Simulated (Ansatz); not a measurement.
CuI:
```cif
data_Cu4I4
_chemical_formula_sum 'Cu4 I4'
_space_group_name_H-M_alt 'F-43m'
_space_group_IT_number 216
_space_group_name_Hall 'F -4 2 3'
_cell_length_a 6.02071
_cell_length_b 6.02071
_cell_length_c 6.02071
_cell_angle_alpha 90.000
_cell_angle_beta 90.000
_cell_angle_gamma 90.000
loop_
_atom_site_label
_atom_site_type_symbol
_atom_site_symmetry_multiplicity
_atom_site_Wyckoff_symbol
_atom_site_fract_x
_atom_site_fract_y
_atom_site_fract_z
_atom_site_occupancy
Cu1 Cu 4 c 0.25000 0.25000 0.25000 1
I1 I 4 a 0.00000 0.00000 0.00000 1
```
(The calculation used a cell of 2 atoms; values per cell refer to that cell.)

Relaxed with r²SCAN. r²SCAN (plane waves, PAW; program Ansatz) gives a gap of 1.67 eV.

**Question.** What gap does HSE06 give on the same cell (Ansatz, PAW)?

**Answer.** 2.66 eV, 1.00 eV more. The hybrid was solved on a coarser mesh and at special points; the gap given is the minimum over both.

```tsv
k	v1 r²SCAN	c1 r²SCAN	v1 HSE06	c1 HSE06
Γ	0.00	1.67	0.00	2.66
X	-1.57	2.90	…	…
L	-0.75	2.56	…	…
W	-1.31	4.87	…	…
K	-1.31	3.36	…	…
```

**Question.** Top valence (v1) and lowest conduction level (c1) in eV from each method's valence maximum (which need not be a listed point): supply the withheld HSE06 values.

**Answer.** 
- W, v1 HSE06: -1.77
- W, c1 HSE06: 5.89
- L, v1 HSE06: -0.87
- L, c1 HSE06: 3.62
- K, v1 HSE06: -1.65
- K, c1 HSE06: 4.37
- X, v1 HSE06: -2.03
- X, c1 HSE06: 3.84

Cost on shared cores: the r²SCAN run (SCF on a 8×8×8 mesh, then bands and DOS) around 27 core-seconds (rough), the HSE06 run (SCF on 6×6×6, then a few points) very roughly 90 core-seconds; the tasks are unlike.

The r²SCAN relaxation kept the symmetry of its start. The run is not spin-polarised. Spin–orbit coupling is left out wherever it is not named.

Potentials: the earlier of the program's two PAW sets. The files were generated under PBE; for other functionals the program regenerates the frozen cores, and for LDA and PBEsol the local potential too.
